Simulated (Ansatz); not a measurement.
Relaxed Al (fcc, Cu type):

```yaml
crystal:
  lattice:
    - [4.03999, 0.00000, 0.00000]
    - [0.00000, 4.03999, 0.00000]
    - [0.00000, 0.00000, 4.03999]
  atoms:
    - { symbol: Al, position: [0.00000, 0.00000, 0.00000] }
    - { symbol: Al, position: [0.50000, 0.50000, 0.00000] }
    - { symbol: Al, position: [0.50000, 0.00000, 0.50000] }
    - { symbol: Al, position: [0.00000, 0.50000, 0.50000] }
```

Two-dimensional scan of atom 1 (Al, nearest neighbour Al at 2.857 Å; its periodic images, 4.0 Å or more away, move with it): u runs along (0.707, 0.707, 0.000), v along (0.000, 0.000, 1.000) (Cartesian). Cell and other atoms are fixed.

Method: PBE (plane waves to 420 eV, PAW, scalar-relativistic; Ansatz, an electronic-structure program). k mesh 9×9×9 (Γ-centred), Fermi-Dirac smearing 0.05 eV. Stress and pressure are positive under compression. With partly filled bands, energies and forces of such displacements shift with the k mesh and the smearing. On this mesh the relaxed cell isn't quite at rest: it carries a pressure of 0.2 GPa (compression positive) at the zero of the scan. Al was relaxed with its symmetry unable to fall. The PAW data are Ansatz's earlier set. 

```csv
P (GPa),u = -0.940,u = -0.470,u = 0.000,u = 0.470,u = 0.940
v = -0.940,(withheld),23.9,16.4,23.9,(withheld)
v = -0.470,(withheld),9.4,(withheld),9.4,(withheld)
v = 0.000,20.3,4.5,0.2,4.5,20.3
v = 0.470,(withheld),9.4,(withheld),9.4,(withheld)
v = 0.940,(withheld),23.9,16.4,23.9,(withheld)
```

Q: Complete the blanks.

A: 
- v = -0.940, u = -0.940: 43.3
- v = -0.940, u = 0.940: 43.3
- v = -0.470, u = -0.940: 26.1
- v = -0.470, u = 0.000: 4.3
- v = -0.470, u = 0.940: 26.1
- v = 0.470, u = -0.940: 26.1
- v = 0.470, u = 0.000: 4.3
- v = 0.470, u = 0.940: 26.1
- v = 0.940, u = -0.940: 43.3
- v = 0.940, u = 0.940: 43.3

(A displaced cell: forces are minus the slopes of the energy, force constants its curvatures, and phonons follow from these.)
